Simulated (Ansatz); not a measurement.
Input file for Ansatz (an electronic-structure program):

Ansatz 0.2 input:
```yaml
crystal:
  lattice:
    - [3.7124227016, 0.0, 0.0]
    - [0.0, 3.7124227016, 0.0]
    - [0.0, 0.0, 3.7124227016]
  atoms:
    - { symbol: Ir, position: [0.0, 0.0, 0.0] }
    - { symbol: Mn, position: [0.0, 0.5, 0.5] }
    - { symbol: Mn, position: [0.5, 0.0, 0.5] }
    - { symbol: Mn, position: [0.5, 0.5, 0.0] }
    - { symbol: N, position: [0.5, 0.5, 0.5] }
kpoints:
  mp_grid: { grid: [23, 23, 23] }
hamiltonian:
  xc: pbesol
  pseudopotentials: { kind: paw }
scf:
  occupations: { method: fermi_dirac, width: 0.1 }
elastic: { mode: relaxed_ion, stencil: two_point, amplitude: 0.005, f_tol: 0.0005 }
```

Output (shortened):

```
Pseudopotentials: kind: paw
Pseudopotential: Ir, paw, valence charge 17
Pseudopotential: Mn, paw, valence charge 15
Pseudopotential: N, paw, valence charge 5
Functional definition: PBEsol
Crystal: 5 atoms, lattice volume = 51.165 Å³
Basis set: ecut = 420 eV, 1021 PW (Γ), exchange–correlation on 50×50×50 points (8 copies of the dense FFT grid, shifted against one another)
Bands: 41, of which v1, the nominal top of the filled ones, is band 34 counted from 1 (33 counted from 0)
Symmetry: 48 space group operations
Space group: Pm-3m (ITA 221), of the structure as read, at distance tolerance 3.7e-5 Å
k-points: 364 of 12167
PAW frozen core: Ir, regenerated for the run's functional, and the local potential with it
PAW frozen core: Mn, regenerated for the run's functional, and the local potential with it
PAW frozen core: N, regenerated for the run's functional, and the local potential with it
Initial wavefunctions: pseudopotential atomic-orbital guess
Eigensolver: davidson
Functional: x = pbesol(κ = 0.804, μ = 0.12345679012345678), c = pbesol(β = 0.046)
all-band conjugate gradients solve this SCF's bands
SCF 1 converged in 11 iterations: F = -23785.200691 eV  dr2 = 9.05e-14
density extrapolation: transplant  |δρ|_rms = 3.710e-2 e/Å³  SAD shift = 1.289e-2 e/Å³
Crystal: 5 atoms, lattice volume = 50.909 Å³
Symmetry: 16 space group operations
k-points: 936 of 12167
Initial density: handed on by an earlier stage of this run
Initial wavefunctions: those handed on with the density
SCF 2 converged in 12 iterations: F = -23785.197357 eV  dr2 = 2.70e-14
density extrapolation: first-order (α = -2.000)  |δρ|_rms = 3.710e-2 e/Å³  SAD shift = 1.279e-2 e/Å³
Crystal: 5 atoms, lattice volume = 51.421 Å³
SCF 3 converged in 9 iterations: F = -23785.198888 eV  dr2 = 3.95e-14
density extrapolation: transplant  |δρ|_rms = 3.710e-2 e/Å³  SAD shift = 7.081e-3 e/Å³
Crystal: 5 atoms, lattice volume = 51.165 Å³
Symmetry: 8 space group operations
k-points: 1728 of 12167
SCF 4 converged in 9 iterations: F = -23785.199979 eV  dr2 = 7.21e-14
density extrapolation: first-order (α = -2.000)  |δρ|_rms = 3.710e-2 e/Å³  SAD shift = 7.081e-3 e/Å³
Crystal: 5 atoms, lattice volume = 51.165 Å³
SCF 5 converged in 8 iterations: F = -23785.199979 eV  dr2 = 7.00e-14
SCF converged after 11 iterations
Free energy (F): -23785.200691 eV
Harris-Foulkes:  -23785.200691 eV  (|F-HF|=0.00e0)
Internal energy: -23784.993397 eV  (E = F + TS)
E sigma→0 (E₀):  -23785.097044 eV
Entropy (-TS):   -0.207293 eV (-41.459 meV/atom)
Fermi energy:    21.496845 eV
--- Per-component energies (eV) ---
  E_band       = -534.943815
  E_kinetic    = 1686.549468
  E_local      = -6055.897637  (includes V_loc(G=0)·N_el)
  E_nonlocal   = 837.908315
  E_hartree    = 2475.119139
  E_xc         = -672.722363
  E_vxc        = -821.859071  (∫ρ·V_xc dr)
  E_paw        = -13012.912473  (= ΣΔE_a)
  E_vpaw       = -1131.883310  (= ΣTr[D̂ρ^β])
  E_aug_tail   = 0.000122  (compensation charges beyond the density's cutoff)
  E_ewald      = -9043.840304
  E_core_change = 0.802335  (= ΣΔE_core)
  E_smearing   = -0.207293  (= −TS)
  E_closure    =  0.000000  (closes the sum)
  Σ components = -23785.200691   (vs F -23785.200691, Δ=0.00e0)
--- Forces (eV/Å), atoms counted from 1 ---
  atom   1  Ir     0.00000000     0.00000000     0.00000000
  atom   2  Mn     0.00000000     0.00000000     0.00000000
  atom   3  Mn     0.00000000     0.00000000     0.00000000
  atom   4  Mn     0.00000000     0.00000000     0.00000000
  atom   5  N      0.00000000     0.00000000     0.00000000
  max |Σ_I F_I| component: 0.0 eV/Å
--- Stress (GPa, compression-positive) ---
        0.453564       0.000000       0.000000
        0.000000       0.453564       0.000000
        0.000000       0.000000       0.453564
  P = ⅓ Tr σ = 0.4536 GPa (4.536 kbar)
  The stress holds the Pulay correction. Without it, at fixed plane waves, as pw.x and ABINIT print it: P = 0.2252 GPa
  The stress includes an estimate of the error left by incomplete SCF convergence (largest component 0.0000 GPa).
--- Band table (eV; the first three rows and the last of 364) ---
  k-point 0: bands = ["-70.7459", "-57.9023", "-57.8161", "-57.8161", "-27.6624", "-27.6624", "-27.6624", "-27.1116", "-27.1116", "-27.1116", "-26.5749", "-26.5749", "-26.5749", "-26.5311", "-26.5311", "-26.5311", "3.2522", "13.4263", "15.7106", "15.7106", …
  k-point 1: bands = ["-70.7459", "-57.9020", "-57.8165", "-57.8161", "-27.6618", "-27.6618", "-27.6616", "-27.1115", "-27.1115", "-27.1113", "-26.5752", "-26.5752", "-26.5750", "-26.5328", "-26.5316", "-26.5316", "3.2640", "13.4416", "15.7142", "15.7246", …
  k-point 2: bands = ["-70.7459", "-57.9009", "-57.8176", "-57.8161", "-27.6600", "-27.6600", "-27.6591", "-27.1112", "-27.1112", "-27.1103", "-26.5759", "-26.5759", "-26.5753", "-26.5379", "-26.5333", "-26.5333", "3.2990", "13.4843", "15.7055", "15.7658", …
  k-point 363: bands = ["-70.7453", "-57.8448", "-57.8444", "-57.8444", "-27.6929", "-27.6929", "-27.6921", "-27.4242", "-26.9161", "-26.9161", "-26.6499", "-26.6488", "-26.6488", "-26.4724", "-26.4724", "-26.4722", "5.4891", "12.4249", "12.4249", "12.4318", …
  band table: 41 of 41 bands, residual norms ≤ 1.0e-3 eV
--- Elastic constants: 2 strain directions × 2 members + reference (group order 48) ---
  dense FFT box of the reference and of every strained cell: 25×25×25
  strains applied: 11, 23; error gains: componentwise 1.00 (the most a stress slope's error grows in a printed constant), spectral 1.73 (1 for all six strains …
  C = ∂σ_k/∂η_j (tension-positive GPa; Voigt order 11 22 33 23 13 12):
       642.263    186.894    186.894      0.000      0.000      0.000
       186.894    642.263    186.894      0.000      0.000      0.000
       186.894    186.894    642.263      0.000      0.000      0.000
         0.000      0.000      0.000    177.204      0.000      0.000
         0.000      0.000      0.000      0.000    177.204      0.000
         0.000      0.000      0.000      0.000      0.000    177.204
  reference stress σ⁰ (GPa):     -0.454     -0.454     -0.454      0.000      0.000      0.000
  moduli (Voigt/Reuss/Hill, GPa): K = 338.68/338.68/338.68   G = 197.40/194.45/195.92   E = 492.75   ν = 0.258
  mechanically stable: yes (min eigenvalue of sym C = 177.20 GPa)
  strain η (Voigt 11):  stress-route row diagonal C_11 = 642.26 GPa, energy-path curvature d²(F+E_count+ΔE)/dδ²/Ω₀ = 642.17 GPa
         δ    σ_11 (GPa)             F (eV)   n_scf  n_hpsi   n_pw
    -5.000e-3      -3.7399      -23785.1973572      12  834272   1021   relax 0 steps, max|allowed force component| 0.0 eV/Å
     5.000e-3       2.6828      -23785.1988878       9  657403   1021   relax 0 steps, max|allowed force component| 0.0 eV/Å
  strain η (Voigt 23):  stress-route row diagonal C_44 = 177.20 GPa, energy-path curvature d²(F+E_count+ΔE)/dδ²/Ω₀ = 177.46 GPa
         δ    σ_23 (GPa)             F (eV)   n_scf  n_hpsi   n_pw
    -5.000e-3      -0.8860      -23785.1999788       9  1320478   1021   relax 0 steps, max|allowed force component| 0.0 eV/Å
     5.000e-3       0.8860      -23785.1999788       8  1171577   1021   relax 0 steps, max|allowed force component| 0.0 eV/Å
```

Cost: around 13 core-minutes (rough) on shared cores.

The workflow started from an entry of the Crystallography Open Database (COD). Whether it is the stable phase at ambient conditions was not checked. Symmetry was held in the PBEsol relaxation. At this level the phase is dynamically unstable (imaginary phonons). No spin polarisation was allowed. As this level gives no gap, shear constants depend on the k-mesh and smearing (Fermi–Dirac, 0.1 eV here). On the denser mesh and wider smearing of the elastic run this cell carries a stress of 0.5 GPa. Spin–orbit coupling is left out wherever it is not named.

Potentials: the later of the program's two PAW sets.

Ansatz is a plane-wave DFT program.
